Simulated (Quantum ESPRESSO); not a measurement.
**Kohn-Sham bands of YTl (CsCl type)**

```xyz
2
Lattice="3.7776 0.0000 0.0000 0.0000 3.7776 0.0000 0.0000 0.0000 3.7776" Properties=species:S:1:pos:R:3 pbc="T T T"
Y      1.8888     1.8888     1.8888
Tl     0.0000     0.0000     0.0000
```

Materials Project entry mp-11575; symmetrised, unrelaxed at this level. COD (Crystallography Open Database) has an entry of this formula and space group (matched by these alone). Level: LDA, no spin polarisation, no spin-orbit coupling; pw.x of Quantum ESPRESSO at 58 Ry with PseudoDojo potentials, 8×8×8 k-points, Wannier90. Density: 12×12×12 mesh, cold smearing 0.01 Ry. Spin-orbit coupling is left out although heavy elements are present.

Energies are relative to the Fermi level; weights are on the orthonormalised atomic waves of the pseudopotential files, averaged over the group. 24 electrons a cell are treated as valence.

### Question
Into which isolated groups do the bands fall, where do they lie and what are they made of?

### Answer
```
bands  from (eV)  to (eV)  filling            weight on atomic waves
-----  ---------  -------  -------  --------------------------------
1         -43.01   -42.97   filled              Y 4s 94 %, Tl 6p 4 %
2–4       -23.16   -22.92   filled                         Y 4p 98 %
5–9       -11.66   -11.20   filled                        Tl 5d 99 %
10         -8.95    -4.45   filled  Tl 6s 60 %, Y 4d 17 %, Y 5s 10 %
```

No gap over 0.05 eV opens at the Fermi level at this level of theory.
